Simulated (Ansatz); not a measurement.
## Profile along the Ag–Ag line in Ag (hcp, Mg type)

Ag (hcp, Mg type), conventional cell a = 2.9027 Å, b = 2.9027 Å, c = 4.7501 Å, α = 90.00°, β = 90.00°, γ = 120.00°. The calculation uses the primitive cell of 2 atoms, to which meshes and values per cell refer.

Fields along a shortest Ag–Ag line of a (1 -1 0 0) plane (2.90 Å), from Ag to Ag, interpolated on the slice's grid (step about 0.2 Å). Method: r2SCAN (plane waves to 500 eV, PAW, scalar-relativistic; Ansatz, an electronic-structure program). k mesh 18×18×10. These are valence fields of a PAW run, semicore shells included where kept as valence: close to a nucleus they are smooth pseudo fields. Ag was relaxed with its symmetry unable to fall. This is one of several known forms of Ag; the measured ambient cells at hand have space group No. 225.

```json
[
 {"distance from Ag (Å)": "0.00", "valence electron density (e/Å³)": "21.04", "electron localisation function": "x"},
 {"distance from Ag (Å)": "0.14", "valence electron density (e/Å³)": "19.51", "electron localisation function": "x"},
 {"distance from Ag (Å)": "0.29", "valence electron density (e/Å³)": "15.60", "electron localisation function": "x"},
 {"distance from Ag (Å)": "0.44", "valence electron density (e/Å³)": "10.74", "electron localisation function": "x"},
 {"distance from Ag (Å)": "0.58", "valence electron density (e/Å³)": "6.29", "electron localisation function": "0.57"},
 {"distance from Ag (Å)": "0.72", "valence electron density (e/Å³)": "3.07", "electron localisation function": "0.48"},
 {"distance from Ag (Å)": "0.87", "valence electron density (e/Å³)": "1.29", "electron localisation function": "0.36"},
 {"distance from Ag (Å)": "1.02", "valence electron density (e/Å³)": "0.58", "electron localisation function": "0.25"},
 {"distance from Ag (Å)": "1.16", "valence electron density (e/Å³)": "0.33", "electron localisation function": "0.18"},
 {"distance from Ag (Å)": "1.30", "valence electron density (e/Å³)": "0.23", "electron localisation function": "0.15"},
 {"distance from Ag (Å)": "1.45", "valence electron density (e/Å³)": "0.21", "electron localisation function": "0.15"},
 {"distance from Ag (Å)": "1.59", "valence electron density (e/Å³)": "0.23", "electron localisation function": "0.15"},
 {"distance from Ag (Å)": "1.74", "valence electron density (e/Å³)": "0.33", "electron localisation function": "0.18"},
 {"distance from Ag (Å)": "1.89", "valence electron density (e/Å³)": "0.58", "electron localisation function": "0.25"},
 {"distance from Ag (Å)": "2.03", "valence electron density (e/Å³)": "1.29", "electron localisation function": "0.36"},
 {"distance from Ag (Å)": "2.17", "valence electron density (e/Å³)": "3.07", "electron localisation function": "0.48"},
 {"distance from Ag (Å)": "2.32", "valence electron density (e/Å³)": "6.29", "electron localisation function": "0.57"},
 {"distance from Ag (Å)": "2.47", "valence electron density (e/Å³)": "10.74", "electron localisation function": "x"},
 {"distance from Ag (Å)": "2.61", "valence electron density (e/Å³)": "15.60", "electron localisation function": "x"},
 {"distance from Ag (Å)": "2.75", "valence electron density (e/Å³)": "19.51", "electron localisation function": "x"},
 {"distance from Ag (Å)": "2.90", "valence electron density (e/Å³)": "21.04", "electron localisation function": "x"}
]
```

x: too close to a nucleus for the ELF to mean much.

Density on the Ag–Ag line (2.90 Å) at its midpoint: 0.21 e/Å³. ELF at that point: 0.2.
